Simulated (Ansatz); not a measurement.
## FeCu (Cmmm): cone of 30 degrees at 0 of the way from Γ to S

Theory: DFT, PBEsol, PAW with Ansatz's default frozen-core files, scalar-relativistic in Ansatz 0.2.0.

Command: `ansatz run input.yaml --threads 2 --pin off --max-ram 5120MiB --backend cpu --events-out ev --progress --plain --runs-dir out`

```yaml
crystal:
  lattice:
    - [1.438272, -1.987934, 0.0]
    - [1.438272, 1.987934, 0.0]
    - [0.0, 0.0, 4.138135]
  atoms:
    - { symbol: Fe, position: [0.0, 0.0, 0.0], spin: 2.6, spin_axis: [0.5, 0.0, 0.8660254] }
    - { symbol: Cu, position: [0.5, 0.5, 0.5] }
magnetization:
  noncollinear: true
  spin_spiral: { q: [0.0, 0.0, 0.0] }
  spin_locking: { lock_directions: true }
kpoints:
  mp_grid: { grid: [12, 12, 6] }
scf:
  occupations: { method: fermi_dirac, width: 0.03 }
  lower_state_search: "off"
hamiltonian:
  xc: pbesol
  pseudopotentials: { kind: paw }
output:
  eigenvalues: false
```

The program prints:

```
Warning: magnetization.spin_spiral: disabling space-group detection — beside a Hubbard shell, its report or a lock it is not worked out which of the operations that keep the spiral keep those too, and one that does not would average them into another order's, and files of the run's orbitals state none, so no spatial operation reduces the k-mesh or symmetrises the density; of a planar spiral with n …
settings of this run that can trade accuracy for cost: output.eigenvalues: false. Do not mix this run's numbers with those of runs without the same settings; the input reference describes each key
Engine: ansatz 0.2.0
Pseudopotentials: kind: paw
Pseudopotential: Fe, paw, valence charge 16, recommended cutoff 420 eV (normal), Fe.paw.azcp
Pseudopotential: Cu, paw, valence charge 19, recommended cutoff 420 eV (normal), Cu.paw.azcp
Functional definition: PBEsol
  exchange = pbesol_x
  correlation = pbesol_c
Crystal: 2 atoms, lattice volume = 23.663 Å³
Basis set: ecut = 420 eV, 447 PW (Γ)
Bands: 44, of which v1, the nominal top of the filled ones, is band 35 counted from 1 (34 counted from 0)
Symmetry: 1 space group operations
k-points: 864
Spin spiral: q = (0, 0, 0) of the reciprocal vectors; moments are told in the frame that turns with it, a site's in that at the site
Non-local potential: Fe, projectors of the file, l = 0: 3, l = 1: 2, l = 2: 3, l = 3: 1
Non-local potential: Cu, projectors of the file, l = 0: 3, l = 1: 2, l = 2: 3, l = 3: 1
PAW form: soft (Blöchl's): semilocal exchange-correlation on the pseudo side does not see the compensation charge
PAW frozen core: Fe, regenerated for the run's functional, and the local potential with it (the file was generated under x = pbe(κ = 0.804, μ = 0.2195149727645171), c = pbe(β = 0.06672455060314922))
PAW frozen core: Cu, regenerated for the run's functional, and the local potential with it (the file was generated under x = pbe(κ = 0.804, μ = 0.2195149727645171), c = pbe(β = 0.06672455060314922))
PAW one-centre angular grid: Fe, 590 points (default); XC on 64 Gauss nodes
PAW one-centre angular grid: Cu, 590 points (default); XC on 64 Gauss nodes
Initial density: superposition of atomic densities (chi_scale 0.1, normalization cell)
Starting moments: Σ|m| = 2.6 μB on 1 of 2 sites
Initial wavefunctions: pseudopotential atomic-orbital guess
Functional: x = pbesol(κ = 0.804, μ = 0.12345679012345678), c = pbesol(β = 0.046)
SCF iter   1: F=-10849.788920 eV  HF=-11044.039228 eV  |F-HF|=1.94e2  |Δ(HF+E_count)|=         —  Δρ=9.21e-1  dr2=2.03e2  dr2_m=5.23e0  ethr=3.10e-3  |M|=7.95e-1 ∫|m|=8.64e-1 μB  |m|>n=0.0e0 m-floor=0.0e0 τ_xc=4.5e-10 mc-row=0.0e0  β_m=0.30  ⟨swp⟩=4.8  Hψ=118359  notcnv=0
preconditioner: auto → none  [metal: Δε(μ)=0.003 eV  Ē_g=7.409 eV  σ=0.030 eV  W_gap=0.02  n_scr=6 (ndim 8)  ℏωp=33.3 eV  f_vac=0.000  D(μ)=5.91/eV (n_scr^D=118)]
SCF iter   2: F=-10651.413337 eV  HF=-11121.424939 eV  |F-HF|=4.70e2  |Δ(HF+E_count)|=    7.74e1  Δρ=1.25e0  dr2=4.53e2  dr2_m=4.50e0  ethr=3.10e-3  |M|=4.15e-1 ∫|m|=4.32e-1 μB  |m|>n=0.0e0 m-floor=0.0e0 τ_xc=2.1e-9 mc-row=0.0e0  β_m=0.16  ⟨swp⟩=7.5  Hψ=157281  notcnv=0  defer=1192
SCF iter   3: F=-10935.578262 eV  HF=-11056.933381 eV  |F-HF|=1.21e2  |Δ(HF+E_count)|=    6.45e1  Δρ=6.90e-1  dr2=1.14e2  dr2_m=1.41e0  ethr=3.10e-3  |M|=9.81e-1 ∫|m|=1.09e0 μB  |m|>n=0.0e0 m-floor=0.0e0 τ_xc=2.1e-9 mc-row=0.0e0  β_m=0.31  ⟨swp⟩=5.1  Hψ=109116  notcnv=0  defer=2088
SCF iter   4: F=-11036.527663 eV  HF=-11037.298590 eV  |F-HF|=7.71e-1  |Δ(HF+E_count)|=    1.96e1  Δρ=7.02e-2  dr2=9.32e-1  dr2_m=3.57e-1  ethr=3.10e-3  |M|=2.18e0 ∫|m|=2.26e0 μB  |m|>n=0.0e0 m-floor=0.0e0 τ_xc=2.8e-9 mc-row=0.0e0  β_m=0.28  ⟨swp⟩=4.4  Hψ=107158  notcnv=0  defer=1948
SCF iter   5: F=-11035.099460 eV  HF=-11037.364370 eV  |F-HF|=2.26e0  |Δ(HF+E_count)|=   6.58e-2  Δρ=9.78e-2  dr2=2.43e0  dr2_m=2.41e-1  ethr=2.66e-3  |M|=2.22e0 ∫|m|=2.31e0 μB  |m|>n=0.0e0 m-floor=0.0e0 τ_xc=2.6e-9 mc-row=0.0e0  β_m=0.48  ⟨swp⟩=2.5  Hψ=56734  notcnv=0  defer=2286
SCF iter   6: F=-11036.851885 eV  HF=-11037.202090 eV  |F-HF|=3.50e-1  |Δ(HF+E_count)|=   1.62e-1  Δρ=4.83e-2  dr2=4.17e-1  dr2_m=1.69e-1  ethr=2.66e-3  |M|=2.32e0 ∫|m|=2.44e0 μB  |m|>n=0.0e0 m-floor=0.0e0 τ_xc=2.7e-9 mc-row=0.0e0  β_m=0.74  ⟨swp⟩=2.2  Hψ=48397  notcnv=0  defer=2317
SCF iter   7: F=-11037.193824 eV  HF=-11037.221328 eV  |F-HF|=2.75e-2  |Δ(HF+E_count)|=   1.92e-2  Δρ=1.50e-2  dr2=3.53e-2  dr2_m=1.17e-2  ethr=1.19e-3  |M|=2.53e0 ∫|m|=2.73e0 μB  |m|>n=0.0e0 m-floor=0.0e0 τ_xc=6.5e-9 mc-row=0.0e0  β_m=0.77  ⟨swp⟩=2.3  Hψ=52968  notcnv=0  defer=2322
SCF iter   8: F=-11037.087598 eV  HF=-11037.233173 eV  |F-HF|=1.46e-1  |Δ(HF+E_count)|=   1.18e-2  Δρ=2.68e-2  dr2=1.55e-1  dr2_m=9.13e-3  ethr=1.01e-4  |M|=2.53e0 ∫|m|=2.72e0 μB  |m|>n=0.0e0 m-floor=0.0e0 τ_xc=6.5e-9 mc-row=0.0e0  β_m=0.77  ⟨swp⟩=2.5  Hψ=48491  notcnv=0  defer=2351
SCF iter   9: F=-11037.139003 eV  HF=-11037.228380 eV  |F-HF|=8.94e-2  |Δ(HF+E_count)|=   4.79e-3  Δρ=2.07e-2  dr2=9.55e-2  dr2_m=8.23e-3  ethr=1.01e-4  |M|=2.55e0 ∫|m|=2.74e0 μB  |m|>n=0.0e0 m-floor=0.0e0 τ_xc=9.7e-9 mc-row=0.0e0  β_m=0.88  ⟨swp⟩=2.0  Hψ=42713  notcnv=0  defer=2344
SCF iter  10: F=-11037.215940 eV  HF=-11037.223765 eV  |F-HF|=7.83e-3  |Δ(HF+E_count)|=   4.62e-3  Δρ=7.13e-3  dr2=8.71e-3  dr2_m=1.33e-3  ethr=1.01e-4  |M|=2.66e0 ∫|m|=2.87e0 μB  |m|>n=0.0e0 m-floor=0.0e0 τ_xc=7.1e-8 mc-row=0.0e0  β_m=0.81  ⟨swp⟩=2.8  Hψ=59926  notcnv=0  defer=2399
SCF iter  11: F=-11037.220938 eV  HF=-11037.223644 eV  |F-HF|=2.71e-3  |Δ(HF+E_count)|=   1.22e-4  Δρ=3.35e-3  dr2=2.92e-3  dr2_m=1.42e-4  ethr=2.49e-5  |M|=2.66e0 ∫|m|=2.86e0 μB  |m|>n=0.0e0 m-floor=0.0e0 τ_xc=1.0e-7 mc-row=0.0e0  β_m=0.73  ⟨swp⟩=2.0  Hψ=50843  notcnv=0  defer=2424
SCF iter  12: F=-11037.222045 eV  HF=-11037.223548 eV  |F-HF|=1.50e-3  |Δ(HF+E_count)|=   9.54e-5  Δρ=2.92e-3  dr2=1.28e-3  dr2_m=6.04e-5  ethr=8.34e-6  |M|=2.66e0 ∫|m|=2.86e0 μB  |m|>n=0.0e0 m-floor=0.0e0 τ_xc=1.1e-7 mc-row=0.0e0  β_m=0.59  ⟨swp⟩=2.1  Hψ=56335  notcnv=0  defer=2425
SCF iter  13: F=-11037.223307 eV  HF=-11037.223359 eV  |F-HF|=5.19e-5  |Δ(HF+E_count)|=   1.89e-4  Δρ=6.08e-4  dr2=5.97e-5  dr2_m=8.64e-6  ethr=3.66e-6  |M|=2.66e0 ∫|m|=2.86e0 μB  |m|>n=0.0e0 m-floor=0.0e0 τ_xc=1.1e-8 mc-row=0.0e0  β_m=0.53  ⟨swp⟩=2.0  Hψ=50652  notcnv=0  defer=2423
SCF iter  14: F=-11037.223331 eV  HF=-11037.223352 eV  |F-HF|=2.08e-5  |Δ(HF+E_count)|=   7.29e-6  Δρ=3.39e-4  dr2=2.15e-5  dr2_m=2.79e-6  ethr=1.71e-7  |M|=2.66e0 ∫|m|=2.86e0 μB  |m|>n=0.0e0 m-floor=0.0e0 τ_xc=2.0e-8 mc-row=0.0e0  β_m=0.60  ⟨swp⟩=2.0  Hψ=48668  notcnv=0  defer=2422
SCF iter  15: F=-11037.223349 eV  HF=-11037.223350 eV  |F-HF|=1.42e-6  |Δ(HF+E_count)|=   1.51e-6  Δρ=1.00e-4  dr2=1.73e-6  dr2_m=4.69e-7  ethr=6.15e-8  |M|=2.66e0 ∫|m|=2.86e0 μB  |m|>n=0.0e0 m-floor=0.0e0 τ_xc=2.5e-8 mc-row=0.0e0  β_m=0.65  ⟨swp⟩=2.0  Hψ=40274  notcnv=0  defer=2422
SCF iter  16: F=-11037.223350 eV  HF=-11037.223350 eV  |F-HF|=4.40e-7  |Δ(HF+E_count)|=   2.36e-8  Δρ=4.74e-5  dr2=4.57e-7  dr2_m=1.03e-7  ethr=4.95e-9  |M|=2.66e0 ∫|m|=2.86e0 μB  |m|>n=0.0e0 m-floor=0.0e0 τ_xc=5.3e-8 mc-row=0.0e0  β_m=0.66  ⟨swp⟩=2.0  Hψ=51581  notcnv=0  defer=2421
SCF iter  17: F=-11037.223350 eV  HF=-11037.223350 eV  |F-HF|=4.38e-8  |Δ(HF+E_count)|=   4.28e-9  Δρ=1.66e-5  dr2=4.64e-8  dr2_m=2.16e-8  ethr=2.86e-10  |M|=2.66e0 ∫|m|=2.86e0 μB  |m|>n=0.0e0 m-floor=0.0e0 τ_xc=9.1e-8 mc-row=0.0e0  ⟨swp⟩=1.9  Hψ=85239  notcnv=0
SCF 1 converged in 17 iterations: F = -11037.223350 eV  dr2 = 4.64e-8
  greatest PAW one-centre occupation: 1.000 electrons in one spin orbital (limit 2), on the Fe atom at site 0 (counted from 0), in its partial waves of l = 1
SCF converged after 17 iterations
Stability not checked: this state was not tested for a lower state beside it, because a magnetisation constraint still acts at the end of the SCF (magnetization_constraint; see scf.lower_state_search)
Magnetization: |M| = 2.6608 μB,  M = (+1.3304, +0.0000, +2.3043) μB
Absolute magnetization: 2.8629 μB (∫|m|, with the PAW one-centre terms)
  site 0: m = (+1.2887, +0.0000, +2.2321) μB, |m| = 2.5774 μB  (R = 1.01 Å)
  site 1: m = (+0.0504, +0.0000, +0.0872) μB, |m| = 0.1007 μB  (R = 1.01 Å)
--- Magnetisation constraints (ε_frz = 1.0e-4 eV) ---
  site  kind           target                            achieved (μB)             |Δ|max (μB)  g (eV/μB)                    λ_eff  esc  ok   flags
  0     per_site_axis  ê (+0.500, +0.000, +0.866) ≥0.00  (+1.289, +0.000, +2.232)  5.62e-6      (-1.1e-5, +8.2e-6, +6.5e-6)  1.000  0    yes
Free energy (F): -11037.223350 eV
Harris-Foulkes:  -11037.223350 eV  (|F-HF|=4.38e-8)
Internal energy: -11037.217805 eV  (E = F + TS)
E sigma→0 (E₀):  -11037.220578 eV
Entropy (-TS):   -0.005545 eV (-2.772 meV/atom)
Fermi energy:    17.220619 eV
--- Per-component energies (eV) ---
  E_band       = -586.926687
  E_kinetic    = 648.688062
  E_local      = -6217.194419  (includes V_loc(G=0)·N_el)
  E_nonlocal   = 611.144642
  E_hartree    = 2690.352540
  E_xc         = -205.641799
  E_vxc        = -266.145720  (∫ρ·V_xc dr)
  E_paw        = -2960.008975  (= ΣΔE_a)
  E_vpaw       = -744.121944  (= ΣTr[D̂ρ^β])
  E_aug_tail   = 0.001144  (compensation charges beyond the density's cutoff)
  E_constr_dc  = 0.000000  (∫m·b dr)
  E_ewald      = -5604.944404
  E_core_change = 0.385404  (= ΣΔE_core)
  E_smearing   = -0.005545  (= −TS)
  E_closure    = -0.000000  (closes the sum)
  E_penalty    = 0.000000  (constraint; not in F)
  Σ components = -11037.223350   (vs F -11037.223350, Δ=0.00e0)
settings of this run that can trade accuracy for cost: output.eigenvalues: false. Do not mix this run's numbers with those of runs without the same settings; the input reference describes each key
```

Site moments (μB): Fe1 2.58, Cu2 0.10. Cell moment 2.66 μB in the turning frame.

The PAW files were made with PBE; the program remakes their cores once for the run's functional and then keeps them frozen. The Ansatz runs typed with the search for lower states off end where their start leads. None of this fixes the real material's magnetic order: only patterns that fit the cell were computed, without spin fluctuations and on one mesh and smearing, with a functional that can overstate moments.

It took 4 min on 2 threads of Arm Neoverse V1, with other jobs on the host, peak memory 1.6 GiB.
